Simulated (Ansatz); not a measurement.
CuO (NiAs type, space group No. 194), plane-wave PAW PBE (Ansatz code), all energies at zero smearing, with the estimated change up to a 700 eV cutoff added, with one set of potentials and settings (totals compare only within such a set). Cell of 4 atoms (2 Cu, 2 O): -14381.644 eV.

```
element                            reference phase  E (eV/atom)
-------  -----------------------------------------  -----------
Cu                      Fm-3m, 1 atoms in the cell   -6625.1757
O        C2/m, 4 atoms in the cell, spin-polarised    -565.0000
```

Formation energy per atom, worked out: (-14381.644 − 2×(-6625.1757) − 2×(-565.0000))/4 = -0.323 eV/atom (-31 kJ per mol of atoms), at 0 K, without zero-point energy or fitted corrections.

Space group P6_3/mmc (NiAs type). The cell is a constructed one: a structure type filled with these elements; neither database checked (COD, Materials Project) lists it. It is not the phase usual at ambient conditions (space group No. 15). The PBE relaxation kept the symmetry of its start; whether a distortion lowers the energy is not shown. The run is not spin-polarised. No Hubbard U is applied. The references are the lowest solids computed at this level, not always the standard phases (solids in place of the gases).

Potentials: the later of the program's two PAW sets.
